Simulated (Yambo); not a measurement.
Yambo run on AlPO$_{4}$ (space group P2_1, No. 4). The wavefunctions are LDA (Quantum ESPRESSO, PseudoDojo norm-conserving, 84 Ry, scalar-relativistic) ones on a 2×1×2 mesh (32 occupied bands); a = 4.982 Å, b = 8.271 Å, c = 5.061 Å, α = γ = 90.00°, β = 118.56°.

Yambo input:

```
rim_cut
HF_and_locXC
RandQpts= 1000000
RandGvec= 1 Ry
EXXRLvcs= 84 Ry
VXCRLvcs= 336 Ry
% QPkrange
 1 | 1 | 32 | 33 |
 2 | 2 | 32 | 33 |
 3 | 3 | 32 | 33 |
 4 | 4 | 32 | 33 |
%
```

k points by index: 1 = Γ, 2 = (0, 0, -0.5), 3 = (-0.5, 0, 0), 4 = (-0.5, 0, -0.5).

Resulting energies as the program prints them:

```
#    K-point    Band    Eo [eV]    Ehf [eV]    Vxc [eV]    Vnlxc [eV]
#
    1    32    0.000000    -5.909606    -19.83104    -25.74065
    1    33    5.519764    9.921478    -9.415589    -5.013875
    2    32    -0.826812E-3    -5.911498    -19.86036    -25.77103
    2    33    7.756102    12.86463    -11.47685    -6.368326
    3    32    -0.201156    -6.149595    -19.70000    -25.64844
    3    33    7.710341    12.08167    -8.496817    -4.125483
    4    32    -0.057091    -5.969070    -19.86536    -25.77734
    4    33    7.826601    12.93577    -11.06988    -5.960714
```
Exchange alone, without screening.

Geometry of the Materials Project entry, not relaxed at this level.
